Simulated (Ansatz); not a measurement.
Computed with DFT PBE, scalar-relativistic, plane waves, PAW in Ansatz 0.2.0. Several structures of SiBi2Te5 from a search were relaxed, and the powder pattern of one of them was computed from 10° to 70° in 2θ (λ = 1.5406 Å).

Cu Kα1 powder pattern (kinematic, no thermal factors).
2θ (°) (relative intensity): 15.20 (9), 15.61 (24), 20.96 (34), 26.24 (27), 26.97 (9), 30.68 (100), 31.52 (80), 33.62 (4), 35.17 (5), 35.36 (8), 38.16 (29), 40.63 (2), 41.46 (16), 41.95 (2), 42.66 (2), 45.18 (29), 45.70 (6), 48.09 (1), 48.58 (38), 50.30 (13), 52.31 (4), 53.00 (5), 54.00 (4), 55.60 (35), 56.57 (6), 57.48 (2), 58.51 (3), 58.64 (2), 62.98 (5), 63.35 (3), 63.88 (2), 65.81 (9), 66.14 (3), 66.21 (2), 67.04 (2), 68.10 (2), 68.43 (3), 68.50 (26), 69.72 (1), 69.90 (5)

Task: Which structure gives it?
A. Space group I4mm (No. 107), tetragonal, a = 8.021 Å, c = 8.470 Å. Si is surrounded by 5 Te at 2.63–2.73 Å; Bi is surrounded by 4 Te at 3.15 Å; Te on a site of symmetry m has 1 Si at 2.73 Å, 2 Bi at 3.15 Å and 1 Te at 3.17 Å; 1 more site not described.
B. Space group P4mm (No. 99), tetragonal, a = 7.364 Å, c = 6.945 Å. Si is surrounded by 1 Te at 2.47 Å, 4 Te at 2.70 Å and 4 Bi at 3.78 Å; Bi is surrounded by 4 Te at 3.06 Å, 2 Si at 3.78 Å and 2 Te at 4.01 Å; around Te on a site of symmetry m lie 1 Si at 2.70 Å and 2 Bi at 3.06 Å; 1 more site not described.
C. Space group P-3m1 (No. 164), trigonal, a = 4.187 Å, c = 17.268 Å. Around Si lie 6 Te at 2.84 Å; around Bi lie 3 Te at 3.05 Å and 3 Te at 3.26 Å; Te on a site of symmetry 3m is surrounded by 3 Si at 2.84 Å; 2 more sites not described.

Result: A. Its strongest line, at 2θ = 30.68°, has d = λ/(2 sin θ) = 2.912 Å and is the (2 0 2) reflection of the conventional I4mm cell with a = 8.021 Å, c = 8.470 Å. The others have their strongest lines at 12.7° (P4mm); 29.1° (P-3m1). In energy it lies 124 meV/atom above the lowest of those shown.

These are computed cells and needn't be stable.
